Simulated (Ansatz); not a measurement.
# Zone-centre phonons of TaAl₃: input and output

These are results of DFT LDA, scalar-relativistic, plane waves, PAW (Ansatz 0.2.0), not measurements.

Launched with:
```bash
ansatz run input.yaml --threads 1 --pin off --max-ram 3072MiB --backend cpu --events-out ev --progress --plain --runs-dir out
```

Input (bare energies are in eV):
```yaml
crystal:
  lattice:
    - [-1.8984199945, 1.8984199945, 4.2220893253]
    - [1.8984199945, -1.8984199945, 4.2220893253]
    - [1.8984199945, 1.8984199945, -4.2220893253]
  atoms:
    - { symbol: Ta, position: [0.5, 0.5, 0.0] }
    - { symbol: Al, position: [0.0, 0.0, 0.0] }
    - { symbol: Al, position: [0.75, 0.25, 0.5] }
    - { symbol: Al, position: [0.25, 0.75, 0.5] }
basis:
  ecutwfc: 420
kpoints:
  mp_grid: { grid: [16, 16, 16] }
hamiltonian:
  xc: lda
scf:
  occupations: { method: fermi_dirac, width: 0.15 }
output:
  eigenvalues: true
phonons:
  method: dfpt
  eigenvectors: true
```

Results section of the output:
```
--- Phonons (Γ-DFPT): 6 representative perturbations + reference, on 621 of 4096 k-points (Σ response iterations 18) ---
  k mesh reduced under 4 symmetry operations, with k and −k counted as one. Each operation leaves every solved displacement unchanged or reverses it
  ASR residual: 4.784e-4 → 0.000e0 eV/Å²; symmetrization residual: 3.858e-6 eV/Å²
  ASR residual per site (eV/Å²): 4.78e-4 5.76e-6 1.25e-5 1.25e-5
  Γ frequencies (cm⁻¹): 0.00 0.00 0.00 164.08 209.54 209.54 288.66 316.04 338.33 338.33 363.48 363.48
  non-analytic LO–TO correction: not included (Born effective charges unavailable; polar crystals: no LO–TO splitting at Γ)
```

Time: 7.8 min on 1 thread of Arm Neoverse V1, on a shared host, peak memory 2 GiB.

In a metal, frequencies and elastic constants depend on the k mesh and the smearing, soft modes and shear constants most. Spin–orbit coupling is left out, which can shift energies with elements as heavy as these.